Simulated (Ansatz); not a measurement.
MgO (rock salt), relaxed and computed with several functionals in Ansatz (plane waves, PAW).

```
functional  a (Å)  gap (eV)  B₀ by P(V) fit (GPa)
----------  -----  --------  --------------------
r²SCAN          ?         ?                     ?
PBE         4.254      4.46                   149
PBEsol      4.214      4.62                   157
HSE06       4.202      6.56                   167
```

### Question
Complete the blanks.

### Answer

- r²SCAN, a (Å): 4.204
- r²SCAN, gap (eV): 5.69
- r²SCAN, B₀ by P(V) fit (GPa): 167

All cells were relaxed under the symmetry of their starts (and spin orders); stability against distortions was not tested throughout.

Potentials: the later of the program's two PAW sets.

Ansatz (an electronic-structure program) is a plane-wave DFT program.
